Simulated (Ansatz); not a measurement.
Input and command of a calculation in Ansatz (plane waves; scalar-relativistic PAW potentials unless the input names others):

```yaml
crystal:
  lattice:
    - [-2.0558007158, 2.0558007158, 4.3212464237]
    - [2.0558007158, -2.0558007158, 4.3212464237]
    - [2.0558007158, 2.0558007158, -4.3212464237]
  atoms:
    - { symbol: Bi, position: [0.0, 0.0, 0.0] }
    - { symbol: Pt, position: [0.75, 0.25, 0.5] }
    - { symbol: Pt, position: [0.25, 0.75, 0.5] }
    - { symbol: Pt, position: [0.5, 0.5, 0.0] }
basis:
  ecutwfc: 420
kpoints:
  mp_grid: { grid: [16, 16, 16] }
hamiltonian:
  xc: pbe
scf:
  occupations: { method: gaussian, width: 0.1 }
  max_iter: 5
output:
  forces: true
  eigenvalues: true
  stress: true
```

```bash
ansatz run input.yaml --threads 1 --pin off --max-ram 2560MiB --backend cpu --events-out ev --progress --plain --runs-dir out
```

Abridged log:
```
Basis set: ecut = 420 eV, 1411 PW (Γ), exchange–correlation on 72×72×72 points (8 copies of the dense FFT grid, shifted against one another)
Bands: 42, of which v1, the nominal top of the filled ones, is band 35 counted from 1 (34 counted from 0)
Symmetry: 16 space group operations
k-points: 349 of 4096
SCF iter   1: F=—  HF=-49965.516319 eV  |F-HF|=—  |Δ(HF+E_count)|=         —  Δρ=7.51e-3  dr2=5.05e-2  ethr=1.77e-3  ⟨swp⟩=5.9  Hψ=54390  notcnv=0  defer=88
SCF iter   2: F=—  HF=-49965.513057 eV  |F-HF|=—  |Δ(HF+E_count)|=   3.26e-3  Δρ=3.72e-3  dr2=1.41e-2  ethr=7.31e-5  ⟨swp⟩=1.0  Hψ=17456  notcnv=0  defer=113
SCF iter   3: F=—  HF=-49965.511522 eV  |F-HF|=—  |Δ(HF+E_count)|=   1.54e-3  Δρ=5.82e-4  dr2=3.85e-4  ethr=2.05e-5  ⟨swp⟩=5.4  Hψ=85288  notcnv=0
SCF iter   4: F=—  HF=-49965.511440 eV  |F-HF|=—  |Δ(HF+E_count)|=   8.18e-5  Δρ=1.27e-4  dr2=2.95e-5  ethr=5.58e-7  ⟨swp⟩=3.2  Hψ=63778  notcnv=0
SCF iter   5: F=—  HF=-49965.511435 eV  |F-HF|=—  |Δ(HF+E_count)|=   5.37e-6  Δρ=3.84e-5  dr2=1.58e-6  ethr=4.28e-8  ⟨swp⟩=3.0  Hψ=38871  notcnv=0
```

Task: What is wrong with this input?

Result: The fault is too few SCF iterations (scf.max_iter: not typed → 5, the first being the value of the sound run). Setting it back cures it. The log, from which this was withheld above, says: «Error: did not converge after 5 iterations: dr2 = 1.58e-6 (threshold 1.00e-7), under the density mixer `msr1`, which `scf.mixing.algorithm: auto` chose by the deck's other keys (type `scf.mixing.algorithm: msr1` to keep it); raise `scf.max_iter`, which need not help a stalled SCF, or adjust the mixing (`scf.mixing`) or, under a smearing, its width (`scf.occupations.width` …» The run stopped without converging. A reference run on usual settings, whose relaxation ended at this geometry, converged, and the end of its own relaxation has pressure -0.01 GPa, largest force 0.000 eV/Å, no gap on the mesh.

It took 54 s on 1 thread of Arm Neoverse V1 (shared host), peak memory 0.85 GiB.